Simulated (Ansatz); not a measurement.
Relaxed-ion elastic tensor of Cs2NaScF6 in space group Fm-3m (No. 225; Cs on 8c, Na on 4b, Sc on 4a, F on 24e) in GPa (Voigt order), LDA (plane waves, PAW; program Ansatz); density 4.70 g/cm³, 15.83 Å³ per atom.

```json
[
 {"": "1", "1": "82.2", "2": "34.6", "3": "34.6", "4": "0.0", "5": "0.0", "6": "0.0"},
 {"": "2", "1": "34.6", "2": "82.2", "3": "34.6", "4": "0.0", "5": "0.0", "6": "0.0"},
 {"": "3", "1": "34.6", "2": "34.6", "3": "82.2", "4": "0.0", "5": "0.0", "6": "0.0"},
 {"": "4", "1": "0.0", "2": "0.0", "3": "0.0", "4": "27.1", "5": "0.0", "6": "0.0"},
 {"": "5", "1": "0.0", "2": "0.0", "3": "0.0", "4": "0.0", "5": "27.1", "6": "0.0"},
 {"": "6", "1": "0.0", "2": "0.0", "3": "0.0", "4": "0.0", "5": "0.0", "6": "27.1"}
]
```

**Question.** Is the crystal mechanically stable?

**Answer.** Yes: the smallest eigenvalue of C is 27.1 GPa.

**Question.** Work out the Voigt, Reuss and Hill averages.

**Answer.** K_V = 50.5, K_R = 50.5, K_H = 50.5; G_V = 25.8, G_R = 25.7, G_H = 25.7 GPa.

**Question.** Give Young's modulus, Poisson's ratio, Pugh's ratio and the universal anisotropy index.

**Answer.** E = 9KG/(3K + G) = 66.0 GPa; ν = 0.28; K/G = 1.96 (ductile by the Pugh limit of 1.75); A_U = 5G_V/G_R + K_V/K_R − 6 = 0.02.

**Question.** Estimate the sound speeds and the Debye temperature.

**Answer.** v_l = √((K + 4G/3)/ρ) = 4250 m/s, v_t = √(G/ρ) = 2340 m/s, mean 2610 m/s; Θ = (h/k)(3n/4πV)^(1/3) v_m = 309 K.

**Question.** Give the Zener ratio and Young's modulus along [100], [110] and [111].

**Answer.** A = 2C44/(C11 − C12) = 1.14; 1/E = S11 − 2(S11 − S12 − S44/2)Γ with Γ = 0, 1/4, 1/3 gives 61.7, 67.0, 69.0 GPa.

The workflow started from a Materials Project entry (that database holds measured and hypothetical structures alike); the Crystallography Open Database copy checked does not list it. Whether it is the stable phase at ambient conditions was not checked. The cell was relaxed with LDA under the symmetry of its start; phonons on a q-mesh show no instability. No spin polarisation was allowed. Spin–orbit coupling is left out wherever it is not named.

Potentials: the later of the program's two PAW sets.
